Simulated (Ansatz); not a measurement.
Input:

BeS:
Space group P6₄22 (No. 181); a = b = 3.450 Å, c = 7.832 Å, α = β = 90.00°, γ = 120.00°

```json
[
 {"atom": "Be", "site": "3c", "symmetry": "222", "x": "0.5000", "y": "0.0000", "z": "0.0000"},
 {"atom": "S", "site": "3d", "symmetry": "222", "x": "0.5000", "y": "0.0000", "z": "0.5000"}
]
```

This is the r²SCAN-relaxed structure.

### Question
All from the program Ansatz at the r²SCAN level (PAW), unless another level is named. Give the HSE06 gap on the r²SCAN cell.

### Answer
3.59 eV.

### Question
And the smallest direct gap on the standard path?

### Answer
4.52 eV.

### Question
And the weight of the valence-edge state by species (Voronoi cells)?

### Answer
S 77 %, Be 23 %.

### Question
And the conduction-band minimum?

### Answer
on the M–K line, 9 % of the way from M (6 equivalent valleys).

### Question
Next, the valence-band maximum?

### Answer
on the Γ–M line, 10 % of the way from Γ.

### Question
Give the weight of the conduction-edge state by species (Voronoi cells).

### Answer
Be 57 %, S 43 %.

Space group P6_422. The start of the workflow was typed in or built on a structure type; neither database checked (COD, Materials Project) lists it. COD files the formula under space group No. 216, so this cell is another polymorph or a model. Whether it is the stable phase at ambient conditions was not checked. The cell was relaxed with r²SCAN under the symmetry of its start; its stability against distortions is not shown here.

Potentials: the earlier of the program's two PAW sets.
